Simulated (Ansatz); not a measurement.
# Calculated quadrupolar parameters for SiMo3 at a changed volume

The cell is an entry of the Crystallography Open Database (COD), relaxed with PBE at fixed cell and then changed (volume scaled by 1.06, ions relaxed).

Space group Pm-3n (No. 223); a = 4.9890 Å.

| site | Wyckoff | site symmetry | x | y | z |
| --- | --- | --- | --- | --- | --- |
| Si | 2a | m-3. | 0.0000 | 0.0000 | 0.0000 |
| Mo | 6c | -4m.2 | 0.2500 | 0.0000 | 0.5000 |

One atom of each set is listed.

Level of theory: DFT, PBE, plane waves and PAW, scalar-relativistic, 420 eV cutoff, Γ-centred 10×10×10 k-points, Fermi–Dirac smearing 0.05 eV (Ansatz 0.2.0).

V_zz is the principal component of the electric field gradient with the largest magnitude, η = (V_xx − V_yy)/V_zz and C_Q = eQV_zz/h. ν_Q = 3|C_Q|/[2I(2I − 1)].

97Mo: I = 5/2, Q = 255.0 mb. Quadrupole moments are those of Pyykkö's year-2017 table.

Problem. Which values are expected at the nuclei?

Solution. 

```csv
site,atoms,first shell,C_Q (MHz),η,ν_Q (MHz)
Mo,6,"10 Mo at 2.49–3.06 Å, 4 Si at 2.79 Å",11.5,0.00,1.72
```

An axis of threefold or higher order runs through Mo, so V_zz lies along it and η is zero.

Si has no stable isotope with a ground-state quadrupole moment in the table, so these sites are left out.

With no gap above 0.1 eV, as in a metal, the gradients converge slowly in k; expect changes of a tenth or more on a denser mesh. Without spin–orbit coupling (the program notes it for Mo) the gradients can shift somewhat, as the gap is small. At this changed cell the PBE pressure is -11 GPa.

The relaxation (1 step) took 16 s of wall time (15 s of CPU time) and 0.66 GiB at its peak, on 1 thread of Intel Xeon 6975P-C (Granite Rapids) (x86_64; 16 cores open to the job, memory cap 3.0 GiB, no GPU), a shared host with a load of 0.5 a core.
